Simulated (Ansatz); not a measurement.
Suppose YAgC₄N₄ takes space group P-43m (No. 215), with Y on 1a; Ag on 1b; C on 4e; N on 4e. The cell of YAgC₄N₄ is invented: two interpenetrating cyanide-bridged diamond nets.

The calculation used Ansatz 0.2.0, DFT PBE, scalar-relativistic, plane waves, PAW. Cutoff 420 eV, Γ-centred mesh, Gaussian smearing, no spin polarisation.

The zero of energy is the elements' standard structures at the same level (N₂ as a molecule); no fitted shifts are applied.

Q: Give the relaxed lattice parameters and positions.

A:

Space group P-43m (No. 215). a = 6.691 Å, b = 6.691 Å, c = 6.691 Å, α = 90.00°, β = 90.00°, γ = 90.00°
```json
{"atom": "Y", "site": "1a", "symmetry": "-43m", "x": "0.0000", "y": "0.0000", "z": "0.0000"}
{"atom": "Ag", "site": "1b", "symmetry": "-43m", "x": "0.5000", "y": "0.5000", "z": "0.5000"}
{"atom": "C", "site": "4e", "symmetry": ".3m", "x": "0.2059", "y": "0.2059", "z": "0.2059"}
{"atom": "N", "site": "4e", "symmetry": ".3m", "x": "0.3066", "y": "0.3066", "z": "0.3066"}
```

Around Y lie 4 C at 2.39 Å; around Ag lie 4 N at 2.24 Å; around C lie 1 N at 1.17 Å and 1 Y at 2.39 Å; N has 1 C at 1.17 Å and 1 Ag at 2.24 Å. Another local minimum with the same sites may exist.

Q: And its energy and gap?

A: The formation energy is +0.268 eV/atom. The gap on the 4×4×4 mesh of the 10-atom cell is 2.73 eV. It can't be a ground state, since the elements alone are lower.

The last run used Gaussian smearing of 0.02 eV. Kohn–Sham gaps at this level usually fall short of measured ones. The reference form of C is held partly by dispersion forces, which this level lacks. A structure relaxed within its symmetry needn't be a true minimum.
